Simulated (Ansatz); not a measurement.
Consider the following.

As:
Space group R-3m, hexagonal axes (No. 166); a = 3.783 Å, b = 3.783 Å, c = 10.112 Å, α = 90.00°, β = 90.00°, γ = 120.00°

| atom | site | symmetry | x | y | z |
|---|---|---|---|---|---|
| As | 6c | 3m | 0.0000 | 0.0000 | 0.2303 |
(The calculation used a cell of 2 atoms; values per cell refer to that cell.)

This is the PBE+D3(BJ)-relaxed structure.

Problem. All from the program Ansatz at the PBE+D3(BJ) level (PAW), unless another level is named. Predict the electronic character.

Solution. metallic (no gap).

Problem. What about the density of states at the Fermi level?

Solution. 0.05 states/eV per atom (mean over ±0.08 eV).

Symmetry was held in the PBE+D3(BJ) relaxation. Scalar-relativistic: spin–orbit coupling is off unless named, which matters more the heavier the elements.

Potentials: the later of the program's two PAW sets.
